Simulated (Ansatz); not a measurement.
Input:

Ag:
```cif
data_Ag
_chemical_formula_sum 'Ag1'
_space_group_name_H-M_alt 'P 1'
_space_group_IT_number 1
_cell_length_a 2.82843
_cell_length_b 2.82843
_cell_length_c 2.82843
_cell_angle_alpha 109.471
_cell_angle_beta 109.471
_cell_angle_gamma 109.471
loop_
_space_group_symop_operation_xyz
  'x, y, z'
loop_
_atom_site_label
_atom_site_type_symbol
_atom_site_fract_x
_atom_site_fract_y
_atom_site_fract_z
_atom_site_occupancy
Ag1 Ag 0.00000 0.00000 0.00000 1
```

This is the r²SCAN-relaxed structure.

Question: All from plane-wave PAW r²SCAN (Ansatz code), unless another level is named. Estimate the bulk modulus (Birch–Murnaghan fit).

Answer: 99.0 GPa.

Question: Give the elastic constants (relaxed ions, GPa).

Answer: C11 = 94.0, C12 = 103, C44 = 56.9.

Space group Im-3m (bcc (W type)). The workflow started from a Materials Project entry (that database holds measured and hypothetical structures alike); the Crystallography Open Database copy checked does not list it. It is not the phase usual at ambient conditions (space group No. 225). The cell keeps a stress of up to 0.2 GPa. Symmetry was held in the r²SCAN relaxation. At this level the phase is mechanically unstable. The run is not spin-polarised. As this level gives no gap, shear constants depend on the k-mesh and smearing (Fermi–Dirac, 0.1 eV here).

Potentials: the earlier of the program's two PAW sets.
